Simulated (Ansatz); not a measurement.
CaB6 (space group Pm-3m)

```
CaB6
1.0
    4.14779     0.00000     0.00000
    0.00000     4.14779     0.00000
    0.00000     0.00000     4.14779
Ca B
1 6
Direct
  0.00000   0.00000   0.00000
  0.20178   0.50000   0.50000
  0.79822   0.50000   0.50000
  0.50000   0.20178   0.50000
  0.50000   0.79822   0.50000
  0.50000   0.50000   0.20178
  0.50000   0.50000   0.79822
```

Equation-of-state scan: isotropic scaling of the cell above, V₀ being its volume. The atoms relax within the cell's symmetry.

Computed with PBE (plane waves to 420 eV, PAW, scalar-relativistic; Ansatz, a program for electronic structure). k mesh 8×8×8 (Γ-centred), Fermi-Dirac smearing 0.05 eV. Energies are smeared free energies. CaB6 was relaxed with its symmetry unable to fall. ΔE is measured from the relaxed starting cell. The last digit holds for this mesh only.

| V (Å³/atom) | ΔE (meV/atom) |
|---|---|
| 8.563 | 157.6 |
| 8.971 | 82.7 |
| 9.379 | 34.4 |
| 9.786 | 8.1 |
| 10.194 | 0.0 |
| 10.602 | 7.1 |
| 11.010 | 27.0 |
| 11.417 | 57.3 |
| 11.825 | 96.4 |

What is the fitted pressure derivative B₀′?

3.6.

What bulk modulus B₀ follows from a third-order Birch-Murnaghan fit?

149 GPa. Check by three points about V = 10.194 Å³/atom, step 0.816: d²E/dV² ≈ (34 − 2·0 + 27) meV / 0.816² = 0.0917 eV/Å⁶, and V·d²E/dV² × 160.2 = 150 GPa.

(Under strain, the slope of the energy per volume gives the stress and its curvature an elastic modulus.)
